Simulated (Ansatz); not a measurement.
Relaxed TiAl (CuAu type, space group P4/mmm):

```
TiAl
1.0
    5.62584     0.00000     0.00000
    0.00000     2.81292     0.00000
    0.00000     0.00000     4.05841
Al Ti
2 2
Direct
  0.25000   0.50000   0.50000
  0.75000   0.50000   0.50000
  0.00000   0.00000   0.00000
  0.50000   0.00000   0.00000
```

Scan: atom 2 (Al, nearest neighbour Al at 2.813 Å; its periodic images, 2.8 Å or more away, move with it) is displaced along Cartesian z, direction (0.000, 0.000, 1.000) in Cartesian axes, by s. The other atoms stay.

Method: r2SCAN (plane waves to 500 eV, PAW, scalar-relativistic; Ansatz, a first-principles code). k mesh 7×13×9 (Γ-centred), Fermi-Dirac smearing 0.05 eV. E stands for the smeared free energy. With partly filled bands, energies and forces of such displacements shift with the k mesh and the smearing. TiAl is run without spin polarisation. TiAl was relaxed with its symmetry unable to fall. The zero of ΔE is the undisplaced structure. The last digit holds for this mesh only.

```tsv
s (Å)	ΔE (meV/cell)
-0.560	1224.9
-0.448	779.8
-0.336	withheld
-0.224	192.4
-0.112	47.9
0.000	0.0
0.112	47.9
0.224	192.4
0.336	withheld
0.448	779.8
0.560	1224.9
```

Question: Fit an even polynomial form (powers 2, 4, 6) to the given rows and predict ΔE at s = 0.336.

Answer: Least squares on the 9 given rows: ΔE = (3812)·s² + (484.3)·s⁴ + (-586.7)·s⁶, in meV/cell with s in Å; root-mean-square residual 0.04 meV/cell. At 0.336 the fit gives 435.7 meV/cell; the calculation gives 435.7 meV/cell, the same to the digits shown. The quadratic term alone would give 430.4 meV/cell.

(A displaced cell: forces are minus the slopes of the energy, force constants its curvatures, and phonons follow from these.)
